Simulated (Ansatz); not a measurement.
HfC in space group P6_3/mmc (No. 194; Hf on 2d, C on 2c) at seven volumes, r²SCAN (plane waves, PAW; program Ansatz), shape and atoms relaxed at each. One row is withheld.

```csv
V (Å³/atom),P (GPa)
13.442,?
13.886,13.34
14.329,6.19
14.772,0.00
15.215,-5.35
15.658,-9.98
16.101,-13.97
```

Task: Fit the shown pressures and predict the withheld one.

Result: Third-order Birch–Murnaghan: P = (3/2)B₀(x^(7/2) − x^(5/2))[1 + (3/4)(B′ − 4)(x − 1)] with x = (V₀/V)^(2/3). Least squares on the six rows gives V₀ = 14.772 Å³/atom, B₀ = 191.5 GPa, B′ = 3.85. At V = 13.442, x = 1.0649 and P = 21.66 GPa. The run itself gave 21.63 GPa.

The start of the workflow was typed in or built on a structure type; the Crystallography Open Database copy checked does not list it. It is not the phase usual at ambient conditions (space group No. 225). The cell was relaxed with r²SCAN under the symmetry of its start; its stability against distortions is not shown here. The run is not spin-polarised. Scalar-relativistic: spin–orbit coupling is off unless named, which matters more the heavier the elements.

Potentials: the later of the program's two PAW sets.
